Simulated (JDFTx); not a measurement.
Input for JDFTx (a modified build): hydrazinium, N2H5 (SMILES N[NH3+]), charge +1, multiplicity 1, vacuum; lengths in bohr, energies in hartree. JDFTx counts charge in electrons: elec-initial-charge is the number of excess electrons.

```
lattice \
  18.8972612463 0.0000000000 0.0000000000 \
  0.0000000000 17.4799666528 0.0000000000 \
  0.0000000000 0.0000000000 17.0075351216
coords-type Cartesian
ion N -1.2794241624 -0.0046972827 -1.0497240384 0
ion N 1.3655428010 -0.0046938935 -0.5171714958 0
ion H -2.1582376584 1.5655604878 -0.3803559354 0
ion H -2.1573574714 -1.5758012388 -0.3812952622 0
ion H 2.1582376584 -1.5717359626 -1.3842774952 0
ion H 2.1550599707 1.5758012388 -1.3620276170 0
ion H 1.8824706935 -0.0177663969 1.3842774952 0
ion-species pseudo/n_pbe_v1.2.upf
ion-species pseudo/h_pbe_v1.4.upf
elec-cutoff 20 100
elec-ex-corr gga-PBE
symmetries none
coulomb-interaction Isolated
coulomb-truncation-embed 0 0 0
elec-n-bands 10
converge-empty-states yes
elec-initial-charge -1
electronic-scf nIterations 100 energyDiffThreshold 1e-8
dump-name s0.$VAR
dump End State Ecomponents EigStats BandEigs Forces ElecDensity IonicPositions
```

The minimisation and the closing blocks of the log:

```
Will mix electronic density at each iteration.
SCF: Cycle:  0   Etot: -22.610357108320080   dEtot: -3.305e-01   |Residual|: 2.543e-01   |deigs|: 3.775e-02
SCF: Cycle:  1   Etot: -22.628214075733219   dEtot: -1.786e-02   |Residual|: 1.544e-01   |deigs|: 3.581e-02
SCF: Cycle:  2   Etot: -22.633655703995942   dEtot: -5.442e-03   |Residual|: 2.637e-02   |deigs|: 3.719e-02
SCF: Cycle:  3   Etot: -22.633794471563046   dEtot: -1.388e-04   |Residual|: 1.413e-02   |deigs|: 3.406e-03
SCF: Cycle:  4   Etot: -22.633876358502114   dEtot: -8.189e-05   |Residual|: 6.178e-03   |deigs|: 8.368e-03
SCF: Cycle:  5   Etot: -22.633945451377514   dEtot: -6.909e-05   |Residual|: 4.223e-03   |deigs|: 6.600e-03
SCF: Cycle:  6   Etot: -22.633941404435980   dEtot: +4.047e-06   |Residual|: 2.697e-03   |deigs|: 3.159e-03
SCF: Cycle:  7   Etot: -22.633958296127336   dEtot: -1.689e-05   |Residual|: 1.599e-03   |deigs|: 2.670e-03
SCF: Cycle:  8   Etot: -22.633966868309923   dEtot: -8.572e-06   |Residual|: 1.323e-03   |deigs|: 1.095e-03
SCF: Cycle:  9   Etot: -22.633971414058255   dEtot: -4.546e-06   |Residual|: 7.161e-04   |deigs|: 6.271e-04
SCF: Cycle: 10   Etot: -22.633972795836996   dEtot: -1.382e-06   |Residual|: 7.707e-04   |deigs|: 6.736e-04
SCF: Cycle: 11   Etot: -22.633973200588933   dEtot: -4.048e-07   |Residual|: 3.545e-04   |deigs|: 2.076e-04
SCF: Cycle: 12   Etot: -22.633973303027915   dEtot: -1.024e-07   |Residual|: 3.334e-04   |deigs|: 1.048e-04
SCF: Cycle: 13   Etot: -22.633973342865588   dEtot: -3.984e-08   |Residual|: 1.677e-04   |deigs|: 2.945e-05
SCF: Cycle: 14   Etot: -22.633973369236898   dEtot: -2.637e-08   |Residual|: 5.244e-05   |deigs|: 4.059e-05
SCF: Cycle: 15   Etot: -22.633973373206917   dEtot: -3.970e-09   |Residual|: 4.495e-05   |deigs|: 2.832e-05
SCF: Cycle: 16   Etot: -22.633973373985953   dEtot: -7.790e-10   |Residual|: 2.146e-05   |deigs|: 3.943e-05
SCF: Converged (|Delta E|<1.000000e-08 for 2 iters).
Converging empty states (this may take a while): |deigs|: 2.849e-05

# Ionic positions in cartesian coordinates:
ion N  -1.279424162400000  -0.004697282700000  -1.049724038400000 0
ion N   1.365542801000000  -0.004693893500000  -0.517171495800000 0
ion H  -2.158237658400000   1.565560487800000  -0.380355935400000 0
ion H  -2.157357471400000  -1.575801238800000  -0.381295262200000 0
ion H   2.158237658400000  -1.571735962600000  -1.384277495200000 0
ion H   2.155059970700000   1.575801238800000  -1.362027617000000 0
ion H   1.882470693500000  -0.017766396900000   1.384277495200000 0

# Forces in Cartesian coordinates:
force N  -0.001363772451225   0.000034689781279  -0.015376836662495 0
force N  -0.004057519531555  -0.000142682531936   0.003929106487057 0
force H   0.000530206276339   0.009987268548719   0.005766232708682 0
force H   0.000499067703709  -0.010019220709042   0.005706546937383 0
force H   0.001688831118955  -0.000718211320824  -0.000855710211428 0
force H   0.001666208975739   0.000783002832334  -0.000879657181324 0
force H   0.000974850697423   0.000035852032360   0.001719197620828 0

# Energy components:
   Eewald =       31.1091580013478257
       EH =       44.4625436939067029
     Eloc =     -107.6235009181370970
      Enl =        2.9675684814453858
      Exc =       -6.9147130643328509
 Exc_core =        0.1772342548239771
       KE =       13.1877361769600920
-------------------------------------
     Etot =      -22.6339733739859525


	eMin: -1.200810 at state 0 ( [ +0.000000 +0.000000 +0.000000 ] spin 0 )
	HOMO: -0.466232 at state 0 ( [ +0.000000 +0.000000 +0.000000 ] spin 0 )
	LUMO: -0.244832 at state 0 ( [ +0.000000 +0.000000 +0.000000 ] spin 0 )
	HOMO-LUMO gap: +0.221400
```

The run took 17 electronic cycles; the highest occupied level lies at -12.69 eV from the vacuum level.
